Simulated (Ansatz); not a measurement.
Frozen-phonon scan for Al2O3 (corundum)

Starting cell, Al₂O₃ (corundum):

```xyz
10
Lattice="2.4044 1.3882 4.3746 -2.4044 1.3882 4.3746 0.0000 -2.7764 4.3746" Properties=species:S:1:pos:R:3 pbc="T T T"
Al     0.0000     0.0000     4.6216
Al     0.0000     0.0000     1.9404
Al     0.0000     0.0000     8.5023
Al     0.0000     0.0000    11.1835
O     -0.9321     1.3882     7.6556
O     -0.7362    -1.5013     7.6556
O      1.6682     0.1131     7.6556
O      0.9321    -1.3882     5.4683
O      0.7362     1.5013     5.4683
O     -1.6682    -0.1131     5.4683
```

A phonon eigenvector at Γ is frozen into this cell: atom i moves by Q times the vector below, so Q is the largest atomic displacement, in Å. The cell is held. It is one choice among 2 degenerate patterns.

| atom | x | y | z |
|---|---|---|---|
| Al1 | 0.119 | -0.020 | 0.000 |
| Al2 | -0.119 | -0.020 | 0.000 |
| Al3 | -0.119 | 0.020 | 0.000 |
| Al4 | 0.119 | 0.020 | 0.000 |
| O5 | 0.000 | 0.656 | 0.754 |
| O6 | 0.285 | 0.163 | -0.377 |
| O7 | -0.285 | 0.163 | -0.377 |
| O8 | 0.000 | -0.656 | -0.754 |
| O9 | -0.285 | -0.163 | 0.377 |
| O10 | 0.285 | -0.163 | 0.377 |

The numbers are results of PBE (plane waves to 420 eV, PAW, scalar-relativistic; Ansatz, an electronic-structure program), not measurements. k mesh 8×8×8 (Γ-centred), Fermi-Dirac smearing 0.05 eV. E stands for the smeared free energy. Compression counts positive. Al2O3 was relaxed with its symmetry unable to fall. ΔE is measured from the undisplaced structure.

| Q (Å) | ΔE (meV/cell) | P (GPa) | −dE/dQ from forces (eV/Å) |
|---|---|---|---|
| -0.280 | 921 | 2.09 | 6.598 |
| -0.233 | 639 | 1.44 | 5.491 |
| -0.187 | 409 | 0.92 | 4.387 |
| -0.140 | 230 | 0.52 | 3.286 |
| -0.093 | 102 | 0.23 | 2.188 |
| -0.047 | 26 | 0.06 | 1.094 |
| 0.000 | 0 | 0.00 | 0.000 |
| 0.047 | 26 | 0.06 | -1.094 |
| 0.093 | 102 | 0.23 | -2.188 |
| 0.140 | 230 | 0.52 | -3.286 |
| 0.187 | 409 | 0.92 | -4.387 |
| 0.233 | 639 | 1.44 | -5.491 |
| 0.280 | 921 | 2.09 | -6.598 |

Read from the data:

Energy at Q = 0.280 Å: 921 meV/cell
Space group of the distorted cell: P-1 (No. 2), lowered from R-3c
Symmetry of the curve: even: the same for both signs
Shape of the curve: a single well with its minimum at or next to zero displacement
Harmonic wavenumber from the curvature (finite differences): 358 cm⁻¹
Wavenumber by perturbation theory (DFPT, on another k mesh): 358 cm⁻¹

(For displaced atoms, the force is minus the slope of the energy, and its curvature is a force constant, which sets phonon frequencies.)
